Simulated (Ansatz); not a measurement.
# Elastic constants of CdAg (Pm-3m), step by step

```xyz
2
Lattice="3.3097 0.0000 0.0000 0.0000 3.3097 0.0000 0.0000 0.0000 3.3097" Properties=species:S:1:pos:R:3 pbc="T T T"
Cd    1.6549    1.6549    1.6549
Ag    0.0000    0.0000    0.0000
```

Unless marked otherwise, the numbers come from PBEsol, all-electron LAPW in Ansatz 0.2.0, scalar-relativistic. k mesh 12×12×12, Fermi-Dirac smearing of 0.100 eV, basis error target 1 meV/atom. The cell was relaxed by PAW under this functional.

The cell is cubic and carries a residual pressure of -0.01 GPa at this level. Each strain component that symmetry leaves independent is applied at ±0.008, the ions relax wherever a strain frees them, and the stress (tension positive, GPa) is read. Shears are engineering strains, γ = 2ε.

| strain | size | σxx | σyy | σzz | σyz | σxz | σxy |
| --- | --- | --- | --- | --- | --- | --- | --- |
| xx | -0.008 | -0.8489 | -0.7461 | -0.7461 | 0.0000 | 0.0000 | 0.0000 |
| xx | +0.008 | 0.8167 | 0.7334 | 0.7334 | 0.0000 | 0.0000 | 0.0000 |
| yz | -0.008 | 0.0012 | 0.0059 | 0.0059 | -0.4284 | 0.0000 | 0.0000 |
| yz | +0.008 | 0.0012 | 0.0059 | 0.0059 | 0.4284 | 0.0000 | 0.0000 |

A central difference gives one constant, for example C11 ≈ (0.8167 − (-0.8489))/(0.016) = 104.1 GPa; the program then imposes the crystal's symmetry on the whole matrix.

Question: What are the independent elastic constants?

Answer: C11 = 104.1, C12 = 92.5, C44 = 53.5 GPa.

Question: Do they meet the Born conditions?

Answer: C11 − C12 = 11.6, C11 + 2C12 = 289.0 and C44 = 53.5 GPa must all be positive, so the crystal is elastically stable; that says nothing yet of its phonons.

Question: What moduli does a random aggregate of grains have?

Answer: B = (C11 + 2C12)/3 = 96.3 GPa. G_V = (C11 − C12 + 3C44)/5 = 34.5 and G_R = 5(C11 − C12)C44/(4C44 + 3(C11 − C12)) = 12.5, so G_H = 23.5 GPa. Then E = 9BG/(3B + G) = 65.1 GPa, ν = (3B − 2G)/(6B + 2G) = 0.387 and B/G = 4.10, on the ductile side of Pugh's 1.75 (a rule of thumb).

Question: With the density of 10.089 g/cm³, how fast does sound travel, and what Debye temperature follows?

Answer: 

| direction | slow (m/s) | middle (m/s) | fast (m/s) |
| --- | --- | --- | --- |
| [100] | 2304 | 2304 | 3212 |
| [110] | 759 | 2304 | 3879 |
| [111] | 1467 | 1467 | 4077 |

The mean of v⁻³ over directions and branches gives v_m = 1600 m/s and θ_D = (ħ/k_B) v_m (6π²n)^(1/3) = 181 K, n being atoms per volume. Young's modulus spans 17 to 136 GPa over directions, and the universal anisotropy index is 8.78.

Question: How far do the constants move if PAW replaces LAPW in the same cell?

Answer: 

```
constant  LAPW (GPa)  PAW (GPa)  difference
     C11       104.1      104.1         0.0
     C12        92.5       92.6         0.1
     C44        53.5       53.5         0.0
```

Question: How far do the constants move if all-electron PAW (datasets made for the crystal) replaces LAPW in the same cell?

Answer: 

```tsv
constant	LAPW (GPa)	all-electron PAW (datasets made for the crystal) (GPa)	difference
C11	104.1	104.0	-0.1
C12	92.5	92.5	0.0
C44	53.5	53.5	0.0
```

Question: What happens at 20 GPa (cell relaxed there)?

Answer: The volume falls to 0.8691 of its value, and C11 = 207.5, C12 = 193.2, C44 = 93.5 GPa (slopes of the stress), in this structure whether or not another phase takes over.

Keep in mind: responses of metals move with mesh and smearing; the frozen-core PAW files of the compared runs were fitted under PBE, their cores solved anew for this functional.
